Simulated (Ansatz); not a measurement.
Given:

Hf₅Sc:
```
CELL_PARAMETERS angstrom
      5.56775     0.00000     0.00000
     -2.78388     4.82181     0.00000
      0.00000     0.00000     5.03580
ATOMIC_POSITIONS crystal
  Hf 0.66088 0.00000 0.00000
  Hf 0.33912 0.33912 0.00000
  Hf 0.00000 0.66088 0.00000
  Hf 0.33333 0.66667 0.50000
  Hf 0.66667 0.33333 0.50000
  Sc 0.00000 0.00000 0.50000
```

This is the r²SCAN-relaxed structure.

Problem. All from r²SCAN (plane waves, PAW; program Ansatz), unless another level is named. Give the formation energy from the elements (no fitted shifts).

Solution. -0.013 eV/atom.

Problem. Next, the density of states at the Fermi level?

Solution. 0.60 states/eV per atom (mean over ±0.08 eV).

Space group P-62m. The workflow started from a Materials Project entry (that database holds measured and hypothetical structures alike); the Crystallography Open Database copy checked does not list it. With Hf and Sc taken as one species the cell has the higher symmetry P6_3/mmc, so it may be an ordered model of a mixed-site phase. Whether it is the stable phase at ambient conditions was not checked. The r²SCAN relaxation kept the symmetry of its start; whether a distortion lowers the energy is not shown. The run is not spin-polarised. The references are the lowest solids computed at this level, not always the standard phases. Scalar-relativistic: spin–orbit coupling is off unless named, which matters more the heavier the elements.

Potentials: the later of the program's two PAW sets.
